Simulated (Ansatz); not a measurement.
HgTe:
```
HgTe
1.0
    4.32901     0.00000     0.00000
    0.00000     4.32901     0.00000
    0.00000     0.00000     6.99812
Hg Te
2 2
Direct
  0.50000   0.00000   0.50035
  0.00000   0.50000   0.49965
  0.00000   0.00000   0.00000
  0.50000   0.50000   0.00000
```

Relaxed with PBE. Special points in fractions of this cell's reciprocal vectors: Γ (0.000, 0.000, 0.000); X (0.000, 0.500, 0.000); M (0.500, 0.500, 0.000); Z (0.000, 0.000, 0.500); R (0.000, 0.500, 0.500); A (0.500, 0.500, 0.500).

### Question
List the band energies nearest the Fermi level at these points for plane-wave PAW PBE (Ansatz code).

### Answer
In eV from the Fermi level; about four levels below and three above (degenerate sets whole), none deeper than 8.9 eV; points with the same levels are listed once.

```tsv
k	below	above
Γ	-4.70 -3.66 -3.57 -3.57	0.76 1.89 2.99 2.99
X	-1.40 -1.40 -0.82 -0.82	4.96 4.96 6.93 6.93
M	-1.12 -1.12 -1.05 -1.05	0.36 0.36 2.66 2.66
Z	-4.70 -3.52 -3.52 -1.97	0.80 1.20 2.19
R	-0.94 -0.94 -0.68 -0.68	3.71 3.71 6.34 6.34
A	-1.71 -1.71 -1.38 -1.38	1.43 1.43 4.72 4.72
```

Space group P4/mmm (L1₀ or tetragonal B2). A made-up cell: these elements were put on the sites of a structure type; neither database checked (COD, Materials Project) lists it. It is not the phase usual at ambient conditions (space group No. 216). The PBE relaxation kept the symmetry of its start; its stability against distortions is not shown here. A crystal of weakly bound layers computed without a dispersion correction: the cell and the soft elastic constants depend strongly on that. Point labels and valley counts follow the cell and symmetry of the run, lower than the named group. Spin–orbit coupling is left out wherever it is not named.

Potentials: the later of the program's two PAW sets.
